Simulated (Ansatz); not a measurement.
# Fields on a plane of LiH (rock salt)

```xyz
2
Lattice="0.0000 2.0036 2.0036 2.0036 0.0000 2.0036 2.0036 2.0036 0.0000" Properties=species:S:1:pos:R:3 pbc="T T T"
H      0.0000     0.0000     0.0000
Li     2.0036     2.0036     2.0036
```

The slice is a {111} plane (indices of the conventional cell) through the point (0.500, 0.500, 0.500) (fractional), spanned by u = [100] and v = [-1 2 0] in vectors of this cell: u (2.83 Å) and v (4.91 Å, at 90° to u). It covers one period; positions are fractions (u, v).

Atoms on it: Li at (0.00, 0.00); Li at (0.50, 0.50).

The numbers are results of PBE (plane waves to 420 eV, PAW, scalar-relativistic; Ansatz, a quantum-chemistry and plane-wave program), not measurements. k mesh 14×14×14. Near the nuclei the fields are pseudised (PAW); where an atom keeps semicore shells as valence, they peak there. LiH was relaxed with its symmetry unable to fall.

```
|xxxxxx++    ..::::::..    ++xxxx|
|xxxx@@..    ..------..    ..@@xx|
|##++..    ..--==++==--..    ..++|
|          ::==++**++==::        |
|        ..::==++**++==::..      |
|........::::--++++++--::::......|
|----::::::::::------::::::::::--|
|++++--::::..............::::--++|
|**++==::..              ..::==++|
|**++==::                  ::==++|
|++==--..    ..++##++..    ..--==|
|----..    ..@@xxxxxx@@..    ..--|
|::::..    ++xxxxxxxxxx++    ..::|
|::..      **xxxxxxxxxx**      ..|
|::::..    ++xxxxxxxxxx++    ..::|
|----..    ..@@xxxxxx@@..    ..--|
|++==--..    ..++##++..    ..--==|
|**++==::                  ::==++|
|**++==::..              ..::==++|
|++++--::::..............::::--++|
|----::::::::::------::::::::::--|
|........::::--++++++--::::......|
|        ..::==++**++==::..      |
|          ::==++**++==::        |
|##++..    ..--==++==--..    ..++|
|xxxx@@..    ..------..    ..@@xx|
|xxxxxx++    ..::::::..    ++xxxx|
|xxxxxx**      ..::..      **xxxx|
```
Scale: ten equal steps from 0.01 (start of ' ') to 0.54 (end of '@'), in the order ' .:-=+*#%@'. Values: electron localisation function (ELF). The map has 16 points along u (two characters each, u = 0 at the left) and 28 along v (v = 0 in the bottom row). Points within 0.4 Å of a nucleus are blanked (x), as the pseudised field means little there.

```
|@@@@##==                  ==##@@|
|####++::                  ::++##|
|====::                      ::==|
|..                              |
|                                |
|                                |
|                                |
|                                |
|                                |
|                ..              |
|            ::======::          |
|          ::++######++::        |
|          ==##@@@@@@##==        |
|        ..==##@@@@@@##==..      |
|          ==##@@@@@@##==        |
|          ::++######++::        |
|            ::======::          |
|                ..              |
|                                |
|                                |
|                                |
|                                |
|                                |
|..                              |
|====::                      ::==|
|####++::                  ::++##|
|@@@@##==                  ==##@@|
|@@@@##==..              ..==##@@|
```
Scale: ten equal steps from -1.19 (start of ' ') to 0.98 (end of '@'), in the order ' .:-=+*#%@'. Values: log₁₀ of the valence density in e/Å³. The map has 16 points along u (two characters each, u = 0 at the left) and 28 along v (v = 0 in the bottom row). The scale is logarithmic, as a density can span decades between atoms and voids.
